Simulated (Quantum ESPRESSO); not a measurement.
**Kohn-Sham bands of CsH (rock salt)**

```yaml
crystal:
  lattice:
    - [0.00000, 3.19125, 3.19125]
    - [3.19125, 0.00000, 3.19125]
    - [3.19125, 3.19125, 0.00000]
  atoms:
    - { symbol: Cs, position: [0.00000, 0.00000, 0.00000] }
    - { symbol: H, position: [0.50000, 0.50000, 0.50000] }
```

Structure: Materials Project mp-1057286, symmetrised, not relaxed again. COD (Crystallography Open Database) has an entry of this formula and space group (matched by these alone). Level: PBEsol, no spin polarisation, no spin-orbit coupling; pw.x of Quantum ESPRESSO at 58 Ry with PseudoDojo potentials, 8×8×8 k-points, Wannier90. Density: 8×8×8 mesh, cold smearing 0.01 Ry. Spin-orbit coupling is left out although heavy elements are present.

Energies are relative to the valence-band maximum; weights are on the orthonormalised atomic waves of the pseudopotential files, averaged over the group. 10 electrons a cell are treated as valence.

Task: Into which isolated groups do the bands fall, where do they lie and what are they made of?

Result: 
```
bands  from (eV)  to (eV)  filling            weight on atomic waves
-----  ---------  -------  -------  --------------------------------
1         -21.45   -21.35   filled                        Cs 5s 97 %
2–4        -8.73    -7.89   filled                        Cs 5p 98 %
5          -1.77     0.00   filled  H 1s 78 %, Cs 6s 14 %, Cs 5p 4 %
```

The Kohn-Sham gap over both meshes and the path is 2.15 eV.
